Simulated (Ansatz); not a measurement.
## Stress against strain in ZrHg$_{3}$

```xyz
4
Lattice="4.3652 0.0000 0.0000 0.0000 4.3652 0.0000 0.0000 0.0000 4.3652" Properties=species:S:1:pos:R:3 pbc="T T T"
Zr    0.0000    0.0000    0.0000
Hg    0.0000    2.1826    2.1826
Hg    2.1826    0.0000    2.1826
Hg    2.1826    2.1826    0.0000
```

Atom numbers follow the list: Zr1, Hg2, Hg3, Hg4.

The cell is COD entry 1522700, as deposited and not checked against the literature; nothing was relaxed.

Spin–orbit coupling is left out, though it moves levels of the heavy atoms by tenths of an eV or more.

Theory: DFT, PBEsol, all-electron LAPW, scalar-relativistic in Ansatz 0.2.0.

Settings: a Γ-centred 8×8×8 k mesh, Fermi–Dirac smearing of 0.05 eV, basis error target 0.5 meV/atom, no spin polarisation.

The strain is applied along the Cartesian axes of the cell as listed (the other components stay zero). Fractional coordinates are held (clamped ions).

σ is the change of stress from the unstrained cell, which is at -0.24 GPa; tension is positive, so slopes are stress–strain coefficients at that pressure. In a metal the k mesh adds noise.

Only quantities that a quadratic follows smoothly over the whole series are listed; rougher ones are left out.

```tsv
εxx = εyy	σzz (GPa)	σxx (GPa)
-0.0200	-4.32	-4.73
-0.0100	-2.15	-2.15
0.0000	0.00	0.00
0.0200	3.64	3.58
```

(1) Fit the series and read off the stiffness at zero strain.

(2) One run, at εxx = εyy = 0.0100, is withheld. Predict its row.

## Answers

(1) Least-squares fits y = p0 + p1 x + p2 x² to the rows give σzz (GPa): p1 = 200, p2 = -780; σxx (GPa): p1 = 207, p2 = -1500. So 2 C12 = 200 GPa and C11 + C12 = 207 GPa.

(2) The fits give 1.88, 1.95; the run gave 1.95, 1.88.
